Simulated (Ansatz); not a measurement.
Space group P2_13 (No. 198). a = 7.098 Å, b = 7.098 Å, c = 7.098 Å, α = 90.00°, β = 90.00°, γ = 90.00°
| atom | site | symmetry | x | y | z |
| --- | --- | --- | --- | --- | --- |
| Si | 4a | .3. | 0.2820 | 0.2820 | 0.2820 |
| Si | 4a | .3. | 0.0213 | 0.0213 | 0.0213 |
| O | 4a | .3. | 0.1515 | 0.1515 | 0.1515 |
| O | 12b | 1 | 0.6392 | 0.6625 | 0.0417 |

Equation of state of this SiO2 structure (not necessarily the ground state), with shape and atoms relaxed at each volume where symmetry leaves them free. Level of theory: DFT r2SCAN, scalar-relativistic, plane waves, PAW (Ansatz 0.2.0).

Settings: cutoff 500 eV, Γ-centred mesh 4×4×4 on the computed 24-atom cell, Gaussian smearing of 0.02 eV; no spin polarisation.

```tsv
V (Å³/atom)	E − E(largest V) (meV/atom)	P (GPa)	gap on mesh (eV)
13.112	6.08	2.76	6.73
13.559	-0.32	1.80	6.64
14.006	-4.37	1.07	6.56
14.453	-6.53	0.48	6.48
14.900	-7.12	0.00	6.41
15.347	-6.36	-0.54	6.33
15.794	-4.38	-1.00	6.25
16.390	0.00	-1.49	6.14
```

Question: Fit a third-order Birch–Murnaghan equation to E(V).

Answer: V0 = 14.85 Å³/atom, B0 = 17 GPa, B0' = 4.0.

The gaps are read on the mesh, which can miss the band edges, so they can be too wide.

This form isn't the usual stable structure of the compound.

Cost: 8 runs of about 46 core-minutes in all, on Intel Xeon Platinum 8259CL (Skylake/Cascade Lake) (shared hosts).